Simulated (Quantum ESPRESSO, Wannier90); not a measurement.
# GeSe (rock salt): Wannier90 run

```
GeSe
1.0
    0.00000     2.80845     2.80845
    2.80845     0.00000     2.80845
    2.80845     2.80845     0.00000
Ge Se
1 1
Cartesian
  0.00000   0.00000   0.00000
  2.80845   2.80845   2.80845
```

Cell from Materials Project (mp-10759), symmetrised, no further relaxation. Not found in the COD (Crystallography Open Database) copy used, which has the formula in other groups; not checked further. Level: PBEsol, no spin polarisation, no spin-orbit coupling; pw.x of Quantum ESPRESSO at 69 Ry with PseudoDojo potentials, 8×8×8 k-points, Wannier90. Density: 10×10×10 mesh, Gaussian smearing 0.01 Ry. Spin-orbit coupling, left out, would split the p-like bands by a few tenths of an eV. The gap is small at this level and was sampled on the meshes and a path alone.

Functional, cutoff and mesh named above are those of the base row (69); the first column says what each row takes instead. Model: 5 functions from bands 11-15, start SCDM (isolated) (the valence bands). Energies are relative to the valence-band maximum; the misfit is to pw.x on a path, for all bands of the set. Only the plane-wave cutoff changes (density cutoff four times as high). Ω_total can sit in another minimum from row to row; Ω_I of an isolated set cannot. A star marks runs that hit the step limit.

```json
[
 {"ecutwfc (Ry)": "35", "Ω_I (Å²)": "12.62", "Ω_total (Å²)": "14.41", "rms misfit (meV)": "18", "gap (eV)": "0.111", "ΔE to highest cutoff (meV/atom)": "91711.9", "plane waves a k-point, about (cost)": "1000", "rough cost of nscf and overlaps (first row = 1)": "1.0"},
 {"ecutwfc (Ry)": "43", "Ω_I (Å²)": "13.34", "Ω_total (Å²)": "16.04*", "rms misfit (meV)": "20", "gap (eV)": "0.100", "ΔE to highest cutoff (meV/atom)": "29617.4", "plane waves a k-point, about (cost)": "1400", "rough cost of nscf and overlaps (first row = 1)": "1.2"},
 {"ecutwfc (Ry)": "52", "Ω_I (Å²)": "13.60", "Ω_total (Å²)": "16.37*", "rms misfit (meV)": "20", "gap (eV)": "0.147", "ΔE to highest cutoff (meV/atom)": "5802.5", "plane waves a k-point, about (cost)": "1900", "rough cost of nscf and overlaps (first row = 1)": "1.7"},
 {"ecutwfc (Ry)": "69", "Ω_I (Å²)": "13.68", "Ω_total (Å²)": "16.49*", "rms misfit (meV)": "21", "gap (eV)": "0.146", "ΔE to highest cutoff (meV/atom)": "68.0", "plane waves a k-point, about (cost)": "2900", "rough cost of nscf and overlaps (first row = 1)": "2.3"},
 {"ecutwfc (Ry)": "86", "Ω_I (Å²)": "13.68", "Ω_total (Å²)": "16.48*", "rms misfit (meV)": "21", "gap (eV)": "0.146", "ΔE to highest cutoff (meV/atom)": "0.3", "plane waves a k-point, about (cost)": "4000", "rough cost of nscf and overlaps (first row = 1)": "3"},
 {"ecutwfc (Ry)": "108", "Ω_I (Å²)": "13.68", "Ω_total (Å²)": "16.49*", "rms misfit (meV)": "22", "gap (eV)": "0.146", "ΔE to highest cutoff (meV/atom)": "0.0", "plane waves a k-point, about (cost)": "5700", "rough cost of nscf and overlaps (first row = 1)": "4"}
]
```
